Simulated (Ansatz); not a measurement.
**Si: a jump of Ni**

Level of theory: DFT LDA, scalar-relativistic, plane waves, PAW (Ansatz 0.2.0). Run with 420 eV cutoff, 3×3×3 k-mesh, Gaussian smearing of 0.02 eV, no spin polarisation.

Host crystal, relaxed:

```
CELL_PARAMETERS angstrom
0.00000 2.70097 2.70097
2.70097 0.00000 2.70097
2.70097 2.70097 0.00000
ATOMIC_POSITIONS crystal
Si 0.75000 0.75000 0.75000
Si 0.50000 0.50000 0.50000
```

In a supercell of 16 host sites, interstitial Ni hops to an equivalent place, moving 0.78 Å between the relaxed ends. Climbing-image nudged elastic band at fixed cell with images 0 (start) to 4 (end), the path measured over all atoms, converged to 0.05 eV/Å; the order of the saddle wasn't checked, and the small cell leaves errors of about a tenth of an eV.

Supercell rows in host cell vectors: 0 -2 2; 0 0 2; -2 0 2. Ni was set at (0.000, 0.000, 0.000) of the host cell.

At the relaxed start Ni has 1 Si at 2.24 Å, 1 Si at 2.40 Å, 2 Si at 2.41 Å, 3 Si at 2.43 Å.

How high is the barrier, and where does the atom pass?

0.07 eV at image 2, where Ni has 2 Si at 2.31 Å, 1 Si at 2.40 Å, 2 Si at 2.44 Å, 4 Si at 2.68 Å.

Cost: 1 run of about 6.5 core-minutes, on Arm Neoverse V1 (shared hosts).